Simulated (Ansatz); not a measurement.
Values for one crystal, relaxed and computed with the program Ansatz at the LDA level (PAW); other levels are named.

- Volume per atom: 19.58 Å³
- Band gap: 1.29 eV (direct)
- Zero-point energy: 46.5 meV/atom
- Hole effective mass, band 1 of 2 at the edge: 0.91 along x, 0.87 along z (mₑ)
- Poisson's ratio: 0.25
- Vibrational entropy at 300 K: 26.1 J/(K·mol of atoms)
- Valence-band maximum: at Γ

Task: Pick the material that matches.
(A) CdPS3, C2/m (Cd on 4g, P on 4i, S on 8j, S on 4i)
(B) AlGa3N4, P-43m (Al on 1a, Ga on 3c, N on 4e)
(C) P2Ru, Pnnm (P on 4g, Ru on 2a)
(D) GaP, wurtzite

Result: D, GaP, wurtzite

Space group P6_3mc (wurtzite). The first step of the workflow began from a Materials Project structure, measured or hypothetical; the Crystallography Open Database copy checked does not list it. It is not the phase usual at ambient conditions (space group No. 216). The LDA relaxation kept the symmetry of its start; its stability against distortions is not shown here. Spin–orbit coupling is left out wherever it is not named.

Potentials: the later of the program's two PAW sets.
